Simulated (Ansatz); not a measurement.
ZnCu (CsCl type, Pm-3m) under volume change, plane-wave PAW r²SCAN (Ansatz code), scaled uniformly.

| V (Å³/atom) | E − E(relaxed) (meV/atom) | P (GPa) |
|---|---|---|
| 11.321 | 51.6 | 16.19 |
| 11.695 | 21.5 | 9.81 |
| 12.068 | 5.1 | 4.47 |
| 12.441 | 0.0 | 0.00 |
| 12.814 | 4.5 | -3.73 |
| 13.188 | 16.9 | -6.85 |
| 13.561 | 36.0 | -9.44 |

Problem. What does a third-order Birch–Murnaghan fit give for V₀, B₀ and B′?

Solution. V₀ = 12.44 Å³/atom, B₀ = 136 GPa, B′ = 5.0.

The r²SCAN relaxation kept the symmetry of its start. The run is not spin-polarised.

Potentials: the earlier of the program's two PAW sets. The files were generated under PBE; for other functionals the program regenerates the frozen cores, and for LDA and PBEsol the local potential too.
